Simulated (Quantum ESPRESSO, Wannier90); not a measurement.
**Tight-binding from DFT: CdSe (zinc blende)**

```xyz
2
Lattice="0.0000 3.0703 3.0703 3.0703 0.0000 3.0703 3.0703 3.0703 0.0000" Properties=species:S:1:pos:R:3 pbc="T T T"
Cd     0.0000     0.0000     0.0000
Se     1.5351     1.5351     1.5351
```

Materials Project entry mp-2691; symmetrised, unrelaxed at this level. Not found in the COD (Crystallography Open Database) copy used, which has the formula in other groups; not checked further. Computed values, not measurements, from PBE: Quantum ESPRESSO (norm-conserving PseudoDojo potentials, cutoff 82 Ry, no spin polarisation, no spin-orbit coupling) on a Γ-centred 10×10×10 mesh, then Wannier90. Density: 10×10×10 mesh, cold smearing 0.01 Ry. Spin-orbit coupling, left out, would split the p-like bands by a few tenths of an eV.

Band 10 is isolated and gives one Wannier function a cell (Se2 4s 86 %, Cd1 5s 7 %, Cd1 4d 6 %; spread 1.43 Å²). Its on-site energy is ε = -12.092 eV relative to the valence-band maximum, and its hoppings t(R) = t(−R) to the nearer images are (images within this range that aren't listed have |t| under 5 meV):

```
R (lattice vectors; −R alike)  distance (Å)  t (eV)
-----------------------------  ------------  ------
0 0 1                                  4.34  -0.029
0 1 -1                                 4.34  -0.029
0 1 0                                  4.34  -0.029
1 -1 0                                 4.34  -0.029
1 0 -1                                 4.34  -0.029
1 0 0                                  4.34  -0.029
```

Question: Work out the band energy at Γ, X, U, K from these numbers.

Answer: For one orbital E(k) = ε + Σ_R 2 t(R) cos(2π k·R), the sum over the listed R.
- Γ, k = (0.000, 0.000, 0.000): E = -12.092 + (-0.029)·(12.00) = -12.44 eV; pw.x: -12.44 eV
- X, k = (-0.500, -0.500, 0.000): E = -12.092 + (-0.029)·(-4.00) = -11.98 eV; pw.x: -11.98 eV
- U, k = (-0.375, -0.375, 0.250): E = -12.092 + (-0.029)·(-3.66) = -11.99 eV; pw.x: -11.99 eV
- K, k = (-0.375, 0.000, 0.375): E = -12.092 + (-0.029)·(-3.66) = -11.99 eV; pw.x: -11.99 eV

At these points the listed shells miss the plane-wave band by up to 0.00 eV, of a width of 0.46 eV on the path. With all its hoppings the model misses the band by 0.0 meV at worst on the whole path; the listed shells hold nearly all of the dispersion.
